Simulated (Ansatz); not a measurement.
# ZrC: all-electron results

```yaml
crystal:
  lattice:
    - [0.00000, 2.35431, 2.35431]
    - [2.35431, 0.00000, 2.35431]
    - [2.35431, 2.35431, 0.00000]
  atoms:
    - { symbol: Zr, position: [0.00000, 0.00000, 0.00000] }
    - { symbol: C, position: [0.50000, 0.50000, 0.50000] }
```

Atom numbers follow the list: Zr1, C2.

Conventional cell: a = 4.709 Å, b = 4.709 Å, c = 4.709 Å, α = 90.00°, β = 90.00°, γ = 90.00°. Around Zr (atom 1) lie 6 C at 2.35 Å. C (atom 2) has 6 Zr at 2.35 Å as nearest neighbours.

The structure comes from a relaxation in the same program, started in the rocksalt type, and has space group Fm-3m. Whether it is a known phase or the ground state wasn't checked.

Methods: DFT, PBE, all-electron LAPW, scalar-relativistic (Ansatz 0.2.0); DFT, PBE, PAW with Ansatz's default frozen-core files, scalar-relativistic (Ansatz 0.2.0).

For LAPW: a Γ-centred 14×14×14 k mesh, Fermi–Dirac smearing of 0.05 eV, basis error target 0.5 meV/atom, no spin polarisation. PAW takes a cutoff of 420 eV at this cell. The Ansatz runs share mesh, smearing and spin set-up. Values come from LAPW unless marked.

```json
{"Volume per atom": "88.1 bohr³", "Pressure at this cell": "0.07 GPa"}
```

Give the computed value. Density of states at the Fermi level (0.2 eV bin).

0.23 states/eV per cell.

Give the computed value. Bader charges (from the PAW run).

Zr1 +1.89, C2 -1.89 e.

Give the computed value. Band gap.

none: bands cross the Fermi level, a metal.

Give the computed value. Löwdin charges (with 0.04 e of the cell spilling out of the atomic basis, so their sizes and signs hang on that basis).

Zr1 0.79, C2 -0.75 e.
